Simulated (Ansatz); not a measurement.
SiO₂:
```
CELL_PARAMETERS angstrom
      3.97877     2.29714     2.61635
     -3.97877     2.29714     2.61635
      0.00000    -4.59429     2.61635
ATOMIC_POSITIONS crystal
  Si 0.71533 0.28467 0.50000
  Si 0.50000 0.71533 0.28467
  Si 0.28467 0.50000 0.71533
  O  0.30957 0.69043 0.50000
  O  0.50000 0.30957 0.69043
  O  0.69043 0.50000 0.30957
  O  0.00000 0.33394 0.66606
  O  0.66606 0.00000 0.33394
  O  0.33394 0.66606 0.00000
```

Relaxed with r²SCAN.

**Question.** Give the optical modes at the zone centre with their infrared and Raman activity from DFPT, plane-wave PAW r²SCAN (Ansatz code).

**Answer.** Transverse frequencies, without the LO–TO term; a row sums one degenerate level.

| ω (cm⁻¹) | degeneracy | IR ((D/Å)²/amu) | Raman (Å⁴/amu) | activity | symmetry |
|---|---|---|---|---|---|
| 46 | 1 | 0.01 | 0 | IR | A2 |
| 157 | 2 | 0.10 | 0.61 | IR+Raman | E |
| 298 | 2 | 0.00 | 0.35 | Raman | E |
| 332 | 1 | 1.02 | 0 | IR | A2 |
| 355 | 1 | 0.00 | 7.0 | Raman | A1 |
| 381 | 2 | 6.65 | 0.077 | IR+Raman | E |
| 421 | 2 | 5.79 | 0.72 | IR+Raman | E |
| 456 | 1 | 10.59 | 0 | IR | A2 |
| 588 | 1 | 0.00 | 26 | Raman | A1 |
| 720 | 2 | 11.34 | 0.23 | IR+Raman | E |
| 814 | 2 | 2.96 | 0.46 | IR+Raman | E |
| 834 | 1 | 0.00 | 0.64 | Raman | A1 |
| 1026 | 1 | 0.39 | 0 | IR | A2 |
| 1043 | 2 | 73.51 | 1.4 | IR+Raman | E |
| 1091 | 1 | 47.82 | 0 | IR | A2 |
| 1165 | 2 | 1.63 | 1.1 | IR+Raman | E |

**Question.** How high does the top mode go among those that the LO–TO term moves?

**Answer.** 1192 cm⁻¹ for q along x, 1192 cm⁻¹ for q along y, 1248 cm⁻¹ for q along z.

Space group R32. The first step of the workflow began from a Materials Project structure, measured or hypothetical; the Crystallography Open Database copy checked does not list it. It is not the phase usual at ambient conditions (space group No. 92, 152, 154). The r²SCAN relaxation kept the symmetry of its start; phonons show weakly imaginary modes.

Potentials: the earlier of the program's two PAW sets.
